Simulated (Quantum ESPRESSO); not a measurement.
# Where does Zn sit best among Mg sites?

The results below are calculated, not measured. They come from pw.x of Quantum ESPRESSO 7.5, a plane-wave density functional program, with PseudoDojo standard norm-conserving files (v0.5 for PBE, v0.4.1 for LDA and PBEsol). The cells are made up: elements, strain and atom displacements were drawn at random, and nothing was relaxed. There is no spin polarisation, spin-orbit coupling or dispersion term.

The cell has 8 sites of a zincblende or diamond lattice. Sites 1 to 4 hold X X X X; sites 5 to 8 hold S S S Mg. Cell vectors in Å: (5.684, 0.091, 0.054); (0.091, 5.816, -0.015); (0.054, -0.015, 5.839). Settings: PBE, cutoff 1143 eV, 6 x 6 x 6 k mesh shifted by half a step, Fermi-Dirac smearing of 0.1 eV.

In each run one of the sites marked X holds Zn and the others hold Mg; cell and positions stay the same. E is the free energy of the cell.

```
site of the guest,first shell,mean distance (Å),E above the lowest (eV),P (GPa),force on the guest (eV/Å)
1,MgS3,2.520,0.158,2.41,0.615
2,MgS3,2.496,0.045,2.40,0.999
3,MgS3,2.502,0.000,2.52,1.357
4,MgS3,2.495,0.071,2.30,0.660
```

A rerun of one of these cells at 1437 eV and k mesh 8 x 8 x 8 moved values by no more than 0.002 eV in the cell's energy, 0.03 GPa in stress and 0.008 eV/Å in force.

## Reading the table

Site 3 is lowest, by 0.045 eV, over three times the rerun's bound. A straight line of energy against the mean distance has a slope of 4.3 ± 2.7 eV/Å, so these few sites cannot settle whether the distance sets the order. The positions are random and not relaxed, so the differences hold for this frozen cell and are not site preferences of a real crystal.